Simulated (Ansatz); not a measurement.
# C: computed property card

C:
```
C
1.0
    3.79573     0.00000     0.00000
    0.00000     3.79573     0.00000
    0.00000     0.00000     4.67233
C
12
Cartesian
  3.50701   0.28871   1.16808
  1.60915   1.60915   0.00000
  0.28871   3.50701   3.50425
  2.18658   2.18658   2.33616
  1.43800   3.16153   4.51521
  2.53206   3.33586   3.34713
  2.35773   0.63420   2.17904
  1.26366   0.45986   1.01096
  3.33586   2.53206   1.32520
  0.63420   2.35773   2.49328
  0.45986   1.26366   3.66137
  3.16153   1.43800   0.15712
```

Space group P4_32_12 (No. 96); conventional cell a = 3.7957 Å, b = 3.7957 Å, c = 4.6723 Å, α = 90.00°, β = 90.00°, γ = 90.00°.

Method: r²SCAN (plane waves, PAW; program Ansatz). Geometry: relaxed at this level of theory. Other levels are named where they apply.

**Cell and energy**

```json
{
 "volume_per_atom": "5.61 Å³",
 "density": "3.56 g/cm³"
}
```

**Electronic structure**

```json
{
 "band_gap": "5.37 eV (indirect)",
 "valence_band_maximum": "on the M–Γ line, 40 % of the way from M",
 "conduction_band_minimum": "at Γ",
 "smallest_direct_gap_on_the_standard_path": "5.91 eV",
 "electron_effective_mass": "0.40, 0.43, 0.43 mₑ (principal values)",
 "hole_effective_mass": "0.42, 2.0, 2.7 mₑ (principal values)",
 "HSE06 gap on the r²SCAN cell": "6.27 eV"
}
```

**Mechanics**

```json
{
 "Bulk modulus (Birch–Murnaghan fit)": "408 GPa",
 "Pressure derivative B′": "3.8",
 "Elastic constants (relaxed ions, GPa)": "C11 = 1200, C12 = 51.4, C13 = 75.5, C33 = 923, C44 = 488, C66 = 542",
 "mechanical_stability": "stable (all eigenvalues of C positive)",
 "hill_bulk_and_shear_moduli": "412 and 509 GPa",
 "Young's modulus": "1080 GPa",
 "Poisson's ratio": "0.06",
 "debye_temperature_from_the_elastic_constants": "2190 K",
 "Piezoelectric stress constants (proper, relaxed ions, C/m²)": "e14 = -0.03, e25 = 0.03"
}
```

The start of the workflow was typed in or built on a structure type; neither database checked (COD, Materials Project) lists it. It is not the phase usual at ambient conditions (space group No. 194, 227). Symmetry was held in the r²SCAN relaxation; its stability against distortions is not shown here.

Potentials: the earlier of the program's two PAW sets.
